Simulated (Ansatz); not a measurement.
# Scan of one atom of the cell for ZnSe (zinc blende)

Relaxed ZnSe (zinc blende):

```
ZnSe
1.0
    0.00000     5.73301     5.73301
    2.86650     0.00000     2.86650
    2.86650     2.86650     0.00000
Se Zn
2 2
Direct
  0.37500   0.75000   0.75000
  0.87500   0.75000   0.75000
  0.00000   0.00000   0.00000
  0.50000   0.00000   0.00000
```

In each cell atom 2 (Se, nearest neighbour Zn at 2.482 Å; its periodic images, 4.1 Å or more away, move with it) moves by s·(0.577, 0.577, 0.577) (along Cartesian [111]), the rest being held.

These are PBE (plane waves to 420 eV, PAW, scalar-relativistic; Ansatz, a first-principles code) values and carry that method's errors. k mesh 4×8×8 (Γ-centred), Fermi-Dirac smearing 0.05 eV. Energies are smeared free energies. Compression counts positive. Left out: 1 of 11 points, with atoms too close for the PAW data. F∥ is the force on the atom along that direction. F⊥ is the part of the force across the line. ZnSe was relaxed with its symmetry unable to fall. ΔE is measured from the undisplaced structure.

```json
[
 {"s (Å)": "-0.740", "ΔE (eV/cell)": "0.626", "F∥ (eV/Å)": "0.824", "P (GPa)": "2.3", "|F⊥| (eV/Å)": "0.569"},
 {"s (Å)": "-0.592", "ΔE (eV/cell)": "0.490", "F∥ (eV/Å)": "1.005", "P (GPa)": "1.9", "|F⊥| (eV/Å)": "0.446"},
 {"s (Å)": "-0.444", "ΔE (eV/cell)": "0.334", "F∥ (eV/Å)": "1.082", "P (GPa)": "1.3", "|F⊥| (eV/Å)": "0.324"},
 {"s (Å)": "-0.296", "ΔE (eV/cell)": "0.178", "F∥ (eV/Å)": "0.988", "P (GPa)": "0.7", "|F⊥| (eV/Å)": "0.206"},
 {"s (Å)": "-0.148", "ΔE (eV/cell)": "0.053", "F∥ (eV/Å)": "0.656", "P (GPa)": "0.2", "|F⊥| (eV/Å)": "0.098"},
 {"s (Å)": "0.000", "ΔE (eV/cell)": "0.000", "F∥ (eV/Å)": "0.000", "P (GPa)": "0.0", "|F⊥| (eV/Å)": "0.000"},
 {"s (Å)": "0.148", "ΔE (eV/cell)": "0.076", "F∥ (eV/Å)": "-1.131", "P (GPa)": "0.3", "|F⊥| (eV/Å)": "0.091"},
 {"s (Å)": "0.296", "ΔE (eV/cell)": "0.371", "F∥ (eV/Å)": "-3.016", "P (GPa)": "1.6", "|F⊥| (eV/Å)": "0.184"},
 {"s (Å)": "0.444", "ΔE (eV/cell)": "1.032", "F∥ (eV/Å)": "-6.192", "P (GPa)": "4.4", "|F⊥| (eV/Å)": "0.289"},
 {"s (Å)": "0.592", "ΔE (eV/cell)": "2.316", "F∥ (eV/Å)": "-11.666", "P (GPa)": "9.5", "|F⊥| (eV/Å)": "0.421"}
]
```

Read from the data:

```
Quantity                                                                                                                                               Result
--------------------------------------------------------  ---------------------------------------------------------------------------------------------------
Energy at s = 0.592 Å                                                                                                                           2316 meV/cell
Force along the line at s = -0.740 Å                                                                                                               0.824 eV/Å
Symmetry of the curve                                                                                     not even: the positive side lies higher at ±0.592 Å
Shape of the curve                                                                             a single well with its minimum at or next to zero displacement
Force constant k = d²E/ds² at s = 0 (finite differences)                                                                                           5.79 eV/Å²
Harmonic estimate at the end of the scan                  ½ks² = 1015 meV/cell against the computed 2316 meV/cell, so the well is stiffer than harmonic there
```

(A displaced cell: forces are minus the slopes of the energy, force constants its curvatures, and phonons follow from these.)
